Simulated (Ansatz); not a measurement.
Task: Name crystals whose computed values (plane-wave PAW PBEsol (Ansatz code)) fall in these windows: electron conductivity mass (mₑ) 0.35 to 0.52; Θ_D (K) 190 to 260; ε∞ 2.2 to 2.8.

Result: 

```
crystal         electron conductivity mass (mₑ)  Θ_D (K)    ε∞
--------------  -------------------------------  -------  ----
KCl, rock salt                             0.43      235  2.38
```
Others may fit too.

The cell was relaxed under the symmetry of its start.

Potentials: the later of the program's two PAW sets.
